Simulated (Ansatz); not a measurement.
**Slab of bcc W (100), 6 layers**

The slab is cut from the bcc crystal, the stable phase, as relaxed on PAW files (16.13 Å³/atom), with 16 Å of vacuum and a dipole correction:

```yaml
crystal:
  lattice:
    - [3.18342, 0.00000, 0.00000]
    - [0.00000, 3.18342, 0.00000]
    - [0.00000, 0.00000, 23.95850]
  atoms:
    - { symbol: W, position: [0.25000, 0.25000, 0.33391] }
    - { symbol: W, position: [0.75000, 0.75000, 0.40035] }
    - { symbol: W, position: [0.25000, 0.25000, 0.46678] }
    - { symbol: W, position: [0.75000, 0.75000, 0.53322] }
    - { symbol: W, position: [0.25000, 0.25000, 0.59965] }
    - { symbol: W, position: [0.75000, 0.75000, 0.66609] }
```

Computed with Ansatz 0.2.0; functional PBE, scalar-relativistic. Settings: a Γ-centred 11×11×1 k mesh, Fermi–Dirac smearing of 0.08 eV, no spin polarisation. Methods: LAPW: all electrons, basis error target 1 meV/atom; PAW: frozen-core files, cutoff 420 eV.

The bulk energy comes from a cell in the slab's orientation on a 11×11×11 mesh. The surface energy is (E(slab) − N·E(bulk))/2A at zero smearing, the mean of both faces; thin slabs carry quantum-size effects.

Spin–orbit coupling is left out, which matters for the heavy atoms.

Question: As cut, the LAPW slab lies 5.397 eV above 6 atoms of bulk. What surface energy is that?

Answer: Over two faces of 10.13 Å² it is 266.3 meV/Å², and times 16.02 J/m² per eV/Å² that gives γ = 4.266 J/m².

Question: What do relaxation and the other method give, and what work function comes out?

Answer: 

```json
{"method": "LAPW", "γ as cut (J/m²)": "4.266", "γ relaxed (J/m²)": "3.980", "Φ as cut (eV)": "4.21", "Φ relaxed (eV)": "4.14"}
{"method": "PAW", "γ as cut (J/m²)": "4.271", "γ relaxed (J/m²)": "3.982", "Φ as cut (eV)": "4.21", "Φ relaxed (eV)": "4.14"}
```

Question: How do the spacings between the planes relax?

Answer: From the bottom face up: d12 -11.8 % of 1.592 Å, d23 +3.5 % of 1.592 Å, d34 -3.2 % of 1.592 Å, d45 +3.5 % of 1.592 Å, d56 -11.8 % of 1.592 Å.

Question: What changes if the images along the normal are cut off in place of the dipole correction?

Answer: LAPW then gives: no gap, work function 4.14 eV; PAW: no gap, work function 4.14 eV.

Question: A 4f core hole is made on one atom of each kind in every 1×1 cell (PAW hole dataset, neutral cell, valence without spin). What does it cost by layer?

Answer: layer 1 31.81 eV, layer 2 32.21 eV, layer 3 32.18 eV. Shifts between layers mean more than the absolute values, and a whole layer of holes screens otherwise than one hole.

Question: In the relaxed 1×1 cell, replace the outer, then the middle W by Re, which changes a whole layer. What shift does this Z+1 picture give?

Answer: E(outer) − E(middle) = -0.27 eV by LAPW and -0.28 eV by PAW; a positive value puts the surface line at higher binding energy.
